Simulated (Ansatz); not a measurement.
Values for one crystal, relaxed and computed with r²SCAN in the plane-wave PAW code Ansatz; other levels are named.

```yaml
volume_per_atom: 16.19 Å³
electronic_character: metallic (no gap)
Density of states at the Fermi level: 0.37 states/eV per atom (mean over ±0.08 eV)
Formation energy from the elements (no fitted shifts): -797 meV/atom
```

Problem. Which of these materials gives this?
(A) Hf3Si2, P4/mbm (Hf on 4h, Hf on 2a, Si on 4g)
(B) Zr6NiTe2, P-62m (Zr on 3f, Zr on 3g, Ni on 1b, Te on 2c)
(C) LaGePt, I4_1md (La on 4a, Ge on 4a, Pt on 4a)
(D) HfGeRu, P-62m (Hf on 3g, Ge on 2c, Ge on 1b, Ru on 3f)

Solution. D, HfGeRu, P-62m (Hf on 3g, Ge on 2c, Ge on 1b, Ru on 3f)

The first step of the workflow began from a Materials Project structure, measured or hypothetical; the Crystallography Open Database copy checked does not list it. Whether it is the stable phase at ambient conditions was not checked. Symmetry was held in the r²SCAN relaxation; whether a distortion lowers the energy is not shown. The run is not spin-polarised. The references are the lowest solids computed at this level, not always the standard phases. Spin–orbit coupling is left out wherever it is not named.

Potentials: the later of the program's two PAW sets.
